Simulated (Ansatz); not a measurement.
A relaxation computed with Ansatz, from input to last step.

```yaml
crystal:
  lattice:
    - [5.1857800558, 0.0, 0.0]
    - [0.0, 7.3579806461, 0.0]
    - [0.0, 0.0, 8.0452396186]
  atoms:
    - { symbol: Si, position: [0.25, 0.2116761628, 0.1049568897] }
    - { symbol: Si, position: [0.75, 0.7883238372, 0.8950431103] }
    - { symbol: Si, position: [0.75, 0.2116761628, 0.8950431103] }
    - { symbol: Si, position: [0.25, 0.7883238372, 0.1049568897] }
    - { symbol: Si, position: [0.25, 0.5, 0.3867842583] }
    - { symbol: Si, position: [0.75, 0.5, 0.6132157417] }
    - { symbol: O, position: [0.0, 0.2637290677, 0.0] }
    - { symbol: O, position: [0.5, 0.7362709323, 0.0] }
    - { symbol: O, position: [0.0, 0.7362709323, 0.0] }
    - { symbol: O, position: [0.5, 0.2637290677, 0.0] }
    - { symbol: O, position: [0.25, 0.0, 0.1473663389] }
    - { symbol: O, position: [0.75, 0.0, 0.8526336611] }
    - { symbol: O, position: [0.25, 0.3214307736, 0.2746261432] }
    - { symbol: O, position: [0.75, 0.6785692264, 0.7253738568] }
    - { symbol: O, position: [0.75, 0.3214307736, 0.7253738568] }
    - { symbol: O, position: [0.25, 0.6785692264, 0.2746261432] }
    - { symbol: O, position: [0.5, 0.5, 0.5] }
    - { symbol: O, position: [0.0, 0.5, 0.5] }
basis:
  ecutwfc: 500
kpoints:
  mp_grid: { grid: [4, 4, 4] }
hamiltonian:
  xc: r2scan
scf:
  occupations: { method: gaussian, width: 0.02 }
output:
  forces: true
  stress: true
  eigenvalues: true
relax:
  adjacent_minimum: "off"
  f_tol: 0.01
  max_steps: 30
  cell: { stress_tol: 0.1, fix: [volume] }
```

```bash
ansatz run input.yaml --threads 4 --pin off --max-ram 10240MiB --backend cpu --events-out ev --progress --plain --runs-dir out
```

These are results of Ansatz, DFT r2SCAN, scalar-relativistic, plane waves, PAW, not measurements.

The volume is held at 0.97 times that of the relaxed cell.

Of 7 frames 6 are shown, positions in Å and forces in eV/Å; the SCF threshold varies from step to step. Steps run on the plane waves of an earlier cell, with a Pulay correction in the pressure. The basis is chosen afresh for the last frame, the zero of the energies, and at times for earlier ones too; energy and pressure can step there, also at an unchanged geometry. Where two frames share a geometry here, they differ by under 2 meV/atom and 0.3 GPa.

```xyz
18
Lattice="5.1858 0.0000 0.0000 0.0000 7.3580 0.0000 0.0000 0.0000 8.0452" Properties=species:S:1:pos:R:3:forces:R:3 pbc="T T T" step=1 free_energy_over_end_meV_per_atom=4.16 pressure_GPa=4.79
Si    1.2964    1.5575    0.8444    0.0000    0.0290    0.0274
Si    3.8893    5.8005    7.2008    0.0000   -0.0290   -0.0274
Si    3.8893    1.5575    7.2008    0.0000    0.0290   -0.0274
Si    1.2964    5.8005    0.8444    0.0000   -0.0290    0.0274
Si    1.2964    3.6790    3.1118    0.0000    0.0000    0.0104
Si    3.8893    3.6790    4.9335    0.0000    0.0000   -0.0104
O     0.0000    1.9405    0.0000    0.0000    0.2706    0.0000
O     2.5929    5.4175    0.0000    0.0000   -0.2706    0.0000
O     0.0000    5.4175    0.0000    0.0000   -0.2706    0.0000
O     2.5929    1.9405    0.0000    0.0000    0.2706    0.0000
O     1.2964    0.0000    1.1856    0.0000    0.0000    0.2245
O     3.8893    0.0000    6.8596    0.0000    0.0000   -0.2245
O     1.2964    2.3651    2.2094    0.0000   -0.1683    0.1898
O     3.8893    4.9929    5.8358    0.0000    0.1683   -0.1898
O     3.8893    2.3651    5.8358    0.0000   -0.1683   -0.1898
O     1.2964    4.9929    2.2094    0.0000    0.1683    0.1898
O     2.5929    3.6790    4.0226    0.0000    0.0000    0.0000
O     0.0000    3.6790    4.0226    0.0000    0.0000    0.0000
18
Lattice="5.1895 0.0000 0.0000 0.0000 7.3433 0.0000 0.0000 0.0000 8.0555" Properties=species:S:1:pos:R:3:forces:R:3 pbc="T T T" step=2 free_energy_over_end_meV_per_atom=3.31 pressure_GPa=4.48
Si    1.2974    1.5599    0.8452    0.0000   -0.0132   -0.0154
Si    3.8921    5.7834    7.2103    0.0000    0.0132    0.0154
Si    3.8921    1.5599    7.2103    0.0000   -0.0132    0.0154
Si    1.2974    5.7834    0.8452    0.0000    0.0132   -0.0154
Si    1.2974    3.6717    3.1192    0.0000    0.0000   -0.0273
Si    3.8921    3.6717    4.9363    0.0000    0.0000    0.0273
O     0.0000    1.9479    0.0000    0.0000    0.2195    0.0000
O     2.5948    5.3954    0.0000    0.0000   -0.2195    0.0000
O     0.0000    5.3954    0.0000    0.0000   -0.2195    0.0000
O     2.5948    1.9479    0.0000    0.0000    0.2195    0.0000
O     1.2974    0.0000    1.1855    0.0000    0.0000    0.1403
O     3.8921    0.0000    6.8700    0.0000    0.0000   -0.1403
O     1.2974    2.3580    2.2165    0.0000   -0.1759    0.1521
O     3.8921    4.9853    5.8390    0.0000    0.1759   -0.1521
O     3.8921    2.3580    5.8390    0.0000   -0.1759   -0.1521
O     1.2974    4.9853    2.2165    0.0000    0.1759    0.1521
O     2.5948    3.6717    4.0277    0.0000    0.0000    0.0000
O     0.0000    3.6717    4.0277    0.0000    0.0000    0.0000
18
Lattice="5.1981 0.0000 0.0000 0.0000 7.2747 0.0000 0.0000 0.0000 8.1180" Properties=species:S:1:pos:R:3:forces:R:3 pbc="T T T" step=3 free_energy_over_end_meV_per_atom=1.44 pressure_GPa=3.07
Si    1.2995    1.5672    0.8429    0.0000    0.0123    0.0467
Si    3.8986    5.7075    7.2751    0.0000   -0.0123   -0.0467
Si    3.8986    1.5672    7.2751    0.0000    0.0123   -0.0467
Si    1.2995    5.7075    0.8429    0.0000   -0.0123    0.0467
Si    1.2995    3.6374    3.1538    0.0000    0.0000   -0.3085
Si    3.8986    3.6374    4.9642    0.0000    0.0000    0.3085
O     0.0000    1.9831    0.0000    0.0000    0.0250    0.0000
O     2.5991    5.2916    0.0000    0.0000   -0.0250    0.0000
O     0.0000    5.2916    0.0000    0.0000   -0.0250    0.0000
O     2.5991    1.9831    0.0000    0.0000    0.0250    0.0000
O     1.2995    0.0000    1.1721    0.0000    0.0000   -0.1860
O     3.8986    0.0000    6.9459    0.0000    0.0000    0.1860
O     1.2995    2.3161    2.2492    0.0000    0.0001    0.0360
O     3.8986    4.9586    5.8688    0.0000   -0.0001   -0.0360
O     3.8986    2.3161    5.8688    0.0000    0.0001   -0.0360
O     1.2995    4.9586    2.2492    0.0000   -0.0001    0.0360
O     2.5991    3.6374    4.0590    0.0000    0.0000    0.0000
O     0.0000    3.6374    4.0590    0.0000    0.0000    0.0000
18
Lattice="5.2122 0.0000 0.0000 0.0000 7.2370 0.0000 0.0000 0.0000 8.1382" Properties=species:S:1:pos:R:3:forces:R:3 pbc="T T T" step=4 free_energy_over_end_meV_per_atom=0.01 pressure_GPa=2.14
Si    1.3031    1.5862    0.8230    0.0000   -0.0668   -0.0550
Si    3.9092    5.6508    7.3152    0.0000    0.0668    0.0550
Si    3.9092    1.5862    7.3152    0.0000   -0.0668    0.0550
Si    1.3031    5.6508    0.8230    0.0000    0.0668   -0.0550
Si    1.3031    3.6185    3.1555    0.0000    0.0000    0.0243
Si    3.9092    3.6185    4.9827    0.0000    0.0000   -0.0243
O     0.0000    2.0368    0.0000    0.0000    0.0137    0.0000
O     2.6061    5.2002    0.0000    0.0000   -0.0137    0.0000
O     0.0000    5.2002    0.0000    0.0000   -0.0137    0.0000
O     2.6061    2.0368    0.0000    0.0000    0.0137    0.0000
O     1.3031    0.0000    1.0504    0.0000    0.0000    0.0095
O     3.9092    0.0000    7.0878    0.0000    0.0000   -0.0095
O     1.3031    2.2869    2.2580    0.0000    0.0321    0.0376
O     3.9092    4.9501    5.8802    0.0000   -0.0321   -0.0376
O     3.9092    2.2869    5.8802    0.0000    0.0321   -0.0376
O     1.3031    4.9501    2.2580    0.0000   -0.0321    0.0376
O     2.6061    3.6185    4.0691    0.0000    0.0000    0.0000
O     0.0000    3.6185    4.0691    0.0000    0.0000    0.0000
18
Lattice="5.2140 0.0000 0.0000 0.0000 7.2373 0.0000 0.0000 0.0000 8.1351" Properties=species:S:1:pos:R:3:forces:R:3 pbc="T T T" step=5 free_energy_over_end_meV_per_atom=-0.01 pressure_GPa=2.15
Si    1.3035    1.5850    0.8218    0.0000    0.0071    0.0099
Si    3.9105    5.6523    7.3133    0.0000   -0.0071   -0.0099
Si    3.9105    1.5850    7.3133    0.0000    0.0071   -0.0099
Si    1.3035    5.6523    0.8218    0.0000   -0.0071    0.0099
Si    1.3035    3.6187    3.1550    0.0000    0.0000    0.0065
Si    3.9105    3.6187    4.9800    0.0000    0.0000   -0.0065
O     0.0000    2.0365    0.0000    0.0000   -0.0006    0.0000
O     2.6070    5.2008    0.0000    0.0000    0.0006    0.0000
O     0.0000    5.2008    0.0000    0.0000    0.0006    0.0000
O     2.6070    2.0365    0.0000    0.0000   -0.0006    0.0000
O     1.3035    0.0000    1.0520    0.0000    0.0000    0.0004
O     3.9105    0.0000    7.0831    0.0000    0.0000   -0.0004
O     1.3035    2.2877    2.2572    0.0000   -0.0091   -0.0102
O     3.9105    4.9496    5.8779    0.0000    0.0091    0.0102
O     3.9105    2.2877    5.8779    0.0000   -0.0091    0.0102
O     1.3035    4.9496    2.2572    0.0000    0.0091   -0.0102
O     2.6070    3.6187    4.0675    0.0000    0.0000    0.0000
O     0.0000    3.6187    4.0675    0.0000    0.0000    0.0000
18
Lattice="5.2138 0.0000 0.0000 0.0000 7.2374 0.0000 0.0000 0.0000 8.1354" Properties=species:S:1:pos:R:3:forces:R:3 pbc="T T T" step=7 free_energy_over_end_meV_per_atom=0.00 pressure_GPa=2.15
Si    1.3034    1.5850    0.8220    0.0000    0.0000    0.0000
Si    3.9103    5.6523    7.3134    0.0000    0.0000    0.0000
Si    3.9103    1.5850    7.3134    0.0000    0.0000    0.0000
Si    1.3034    5.6523    0.8220    0.0000    0.0000    0.0000
Si    1.3034    3.6187    3.1552    0.0000    0.0000    0.0001
Si    3.9103    3.6187    4.9802    0.0000    0.0000   -0.0001
O     0.0000    2.0363    0.0000    0.0000   -0.0001    0.0000
O     2.6069    5.2010    0.0000    0.0000    0.0001    0.0000
O     0.0000    5.2010    0.0000    0.0000    0.0001    0.0000
O     2.6069    2.0363    0.0000    0.0000   -0.0001    0.0000
O     1.3034    0.0000    1.0524    0.0000    0.0000    0.0000
O     3.9103    0.0000    7.0830    0.0000    0.0000    0.0000
O     1.3034    2.2877    2.2573    0.0000    0.0001    0.0001
O     3.9103    4.9497    5.8781    0.0000   -0.0001   -0.0001
O     3.9103    2.2877    5.8781    0.0000    0.0001   -0.0001
O     1.3034    4.9497    2.2573    0.0000   -0.0001    0.0001
O     2.6069    3.6187    4.0677    0.0000    0.0000    0.0000
O     0.0000    3.6187    4.0677    0.0000    0.0000    0.0000
```

Time: 2.3 min on 4 threads of Intel(R) Xeon(R) Platinum 8175M CPU @ 2.50GHz (Skylake/Cascade Lake) (shared host), peak memory 1.7 GiB.